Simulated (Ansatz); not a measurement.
Task: Name crystals whose computed values (plane-wave PAW r²SCAN (Ansatz code)) fall in these windows: HSE06 gap (eV) 4.3 to 5.8; gap (eV) 3.2 to 4.1; B₀ by P(V) fit (GPa) 25 to 34.

Result: 

```
crystal                                                      HSE06 gap (eV)  gap (eV)  B₀ by P(V) fit (GPa)
-----------------------------------------------------------  --------------  --------  --------------------
Rb2ScAgCl6, Fm-3m (Rb on 8c, Sc on 4a, Ag on 4b, Cl on 24e)            4.88      3.57                  31.0
```
Others may fit too.

Standing as an ambient phase not checked: Rb2ScAgCl6, Fm-3m (Rb on 8c, Sc on 4a, Ag on 4b, Cl on 24e). The cell was relaxed under the symmetry of its start. Rows with no word on spin ran without spin polarisation. Spin–orbit coupling is left out wherever it is not named.

Potentials: the later of the program's two PAW sets.
